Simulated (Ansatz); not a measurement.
## How the vibrations of TiAgHg2 change with volume

Theory: Ansatz 0.2.0, DFT LDA, scalar-relativistic, plane waves, PAW. Settings: 420 eV plane-wave cutoff, Γ-centred 10×10×10 mesh, Fermi-Dirac smearing of 0.15 eV. No spin polarisation. Phonons by linear response, acoustic sum rule imposed.

Relaxed structure:
```xyz
4
Lattice="4.6849 0.0000 0.0000 0.0000 4.6849 0.0000 0.0000 0.0000 3.2667" Properties=species:S:1:pos:R:3 pbc="T T T"
Ti    2.3424    2.3424    0.0000
Ag    0.0000    0.0000    0.0000
Hg    0.0000    2.3424    1.6333
Hg    2.3424    0.0000    1.6333
```

In a metal, frequencies depend on the k mesh and the smearing, soft modes most. Spin–orbit coupling is left out, which can shift energies with elements as heavy as these.

Cells at 0.98 and 1.02 times the equilibrium volume were relaxed in shape and atoms; γ = −d ln ν / d ln V, modes matched by rank.

Question: Give the optical frequencies at Γ (cm⁻¹) at the three volumes and the mode Grüneisen parameters.

Answer:
```
0.98 V    V  1.02 V     γ  degeneracy
    71   67      63  2.87           1
   113  107     102  2.37           1
   144  136     128  2.82           2
   156  148     140  2.68           1
   202  192     182  2.64           2
```

Question: What pressures hold the two strained cells, and what bulk modulus follows?

Answer: 2.57 GPa at 0.98 V and -2.26 GPa at 1.02 V, so B = −dP/d ln V ≈ 121 GPa.